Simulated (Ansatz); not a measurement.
**Computed properties of HfC**

HfC:
```
HfC
1.0
    3.22650     0.00000     0.00000
   -1.61325     2.79423     0.00000
    0.00000     0.00000     2.90136
Hf C
1 1
Cartesian
  0.00000   0.00000   0.00000
  0.00000   1.86282   1.45068
```

Space group P-6m2 (No. 187); conventional cell a = 3.2265 Å, b = 3.2265 Å, c = 2.9014 Å, α = 90.00°, β = 90.00°, γ = 120.00°.

Method: plane-wave PAW r²SCAN (Ansatz code). Structure relaxed to zero pressure with the same functional. Other levels are named where they apply.

Cell and energy:

```yaml
volume_per_atom: 13.08 Å³
density: 12.09 g/cm³
Formation energy from the elements (no fitted shifts): -0.28 eV/atom
```

Electronic structure:

```yaml
electronic_character: metallic (no gap)
Density of states at the Fermi level: 0.03 states/eV per atom (mean over ±0.08 eV)
Gap with spin–orbit coupling: none (metallic)
```

Mechanics:

```yaml
Bulk modulus (Birch–Murnaghan fit): 208 GPa
Pressure derivative B′: 3.8
```

Charges:

```yaml
bader_charges: Hf +1.94, C -1.94 e
```

The start of the workflow was typed in or built on a structure type; neither database checked (COD, Materials Project) lists it. It is not the phase usual at ambient conditions (space group No. 225). The cell was relaxed with r²SCAN under the symmetry of its start; its stability against distortions is not shown here. The run is not spin-polarised. The references are the lowest solids computed at this level, not always the standard phases. Scalar-relativistic: spin–orbit coupling is off unless named, which matters more the heavier the elements.

Potentials: the later of the program's two PAW sets.
